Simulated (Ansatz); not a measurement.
Li2HfN2:
```
Li2HfN2
1.0
    3.24405     0.00000     0.00000
   -1.62203     2.80943     0.00000
    0.00000     0.00000     5.42318
Li Hf N
2 1 2
Direct
  0.66667   0.33333   0.38340
  0.33333   0.66667   0.61660
  0.00000   0.00000   0.00000
  0.66667   0.33333   0.77843
  0.33333   0.66667   0.22157
```

Relaxed with r²SCAN.

Task: Give the Bader charges and basin volumes of the independent atoms, r²SCAN (plane waves, PAW; program Ansatz).

Result: 

| atom | Bader charge (e) | Bader volume (Å³) |
|---|---|---|
| Li1 | +0.85 | 2.9 |
| Hf3 | +2.36 | 10.5 |
| N4 | -2.03 | 16.5 |

Space group P-3m1. The workflow started from a Materials Project entry (that database holds measured and hypothetical structures alike); the Crystallography Open Database copy checked does not list it. Whether it is the stable phase at ambient conditions was not checked. The cell was relaxed with r²SCAN under the symmetry of its start; its stability against distortions is not shown here. The run is not spin-polarised. Spin–orbit coupling is left out wherever it is not named.

Potentials: the later of the program's two PAW sets.
